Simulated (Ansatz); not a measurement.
Fcc Ir (110), 5 layers, DFT, PBEsol, all-electron LAPW, scalar-relativistic (Ansatz 0.2.0), on 2 threads of Intel(R) Xeon(R) 6975P-C (Granite Rapids) (shared host).

Command: `ansatz run input.yaml --threads 2 --pin off --max-ram 4096MiB --backend cpu --events-out ev --progress --plain --runs-dir out`

```yaml
crystal:
  lattice:
    - [2.709377814, 0.0, 0.0]
    - [0.0, 3.8316388502, 0.0]
    - [0.0, 0.0, 21.4188]
  atoms:
    - { symbol: Ir, position: [0.0, 0.0, 0.3735046869] }
    - { symbol: Ir, position: [0.5, 0.5, 0.4367523433] }
    - { symbol: Ir, position: [0.0, 0.0, 0.5] }
    - { symbol: Ir, position: [0.5, 0.5, 0.5632476567] }
    - { symbol: Ir, position: [0.0, 0.0, 0.6264953131] }
kpoints:
  mp_grid: { grid: [15, 11, 1] }
scf:
  occupations: { method: fermi_dirac, width: 0.1 }
hamiltonian:
  xc: pbesol
  pseudopotentials: { kind: all_electron, lapw: { basis_error: 0.001 } }
output:
  forces: true
  stress: true
  eigenvalues: true
  populations: true
  dos: { projected: true, de: 0.2, e_range: [-14, 8] }
efield:
  axis: 3
  amplitude: 0
  dipole_correction: true
```

(1) How large is the problem that the program sets up?

(2) About how long does it take, and how much memory?

Results:

(1) 48 irreducible k-points, 2451 plane waves at Γ, 123 bands.

(2) 3.6 min of wall time for 10 SCF iterations, with a peak of 1.8 GiB. Times on shared machines scatter by tens of per cent.
